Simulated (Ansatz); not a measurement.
BeS:
Space group P6₄22 (No. 181); a = 3.4370 Å, b = 3.4370 Å, c = 7.8050 Å, α = 90.00°, β = 90.00°, γ = 120.00°

| atom | site | symmetry | x | y | z |
|---|---|---|---|---|---|
| Be | 3c | 222 | 0.5000 | 0.0000 | 0.0000 |
| S | 3d | 222 | 0.5000 | 0.0000 | 0.5000 |

Relaxed at zero pressure with r²SCAN+D4 (plane waves, PAW; program Ansatz).

Problem. The volume is raised by 6 % and shape and atoms relax at that volume. What pressure results, and how do the axes share the change?

Solution. -5.5 GPa; a 2.0 %, b 2.0 %, c 1.8 %; the energy rises by 14 meV/atom.

Problem. Give the new structure.

Solution. 
Space group P6₄22 (No. 181); a = 3.506 Å, b = 3.506 Å, c = 7.949 Å, α = 90.00°, β = 90.00°, γ = 120.00°

```csv
atom,site,symmetry,x,y,z
Be,3c,222,0.5000,0.0000,0.0000
S,3d,222,0.5000,0.0000,0.5000
```

The phase is kept; no other phase was compared at this pressure.

Space group P6_422. The start of the workflow was typed in or built on a structure type; neither database checked (COD, Materials Project) lists it. COD files the formula under space group No. 216, so this cell is another polymorph or a model. Whether it is the stable phase at ambient conditions was not checked. The cell was relaxed with r²SCAN+D4 under the symmetry of its start; whether a distortion lowers the energy is not shown.

Potentials: the later of the program's two PAW sets.
